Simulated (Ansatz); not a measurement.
BeTe (zinc blende, F-43m), PBE (plane waves, PAW; program Ansatz): ε∞ = 7.41, cell volume 45.42 Å³. Infrared-active transverse modes:

| ω_TO (cm⁻¹) | oscillator strength S_xx (e²/amu) |
|---|---|
| 453.9 | 0.2201 |

Question: Compute the static dielectric constant.

Answer: Each mode adds (4.921e7/V) S/ω²: 1.16. So ε0 = 8.57.

Question: What LO frequency does the Lyddane–Sachs–Teller relation give?

Answer: ω_LO = ω_TO √(ε0/ε∞) = 488 cm⁻¹.

The cell was relaxed with PBE under the symmetry of its start; of distortions, only those at the zone centre were tested. The volume moved by 30 % from the start of the relaxation. Spin–orbit coupling is left out wherever it is not named.

Potentials: the later of the program's two PAW sets.
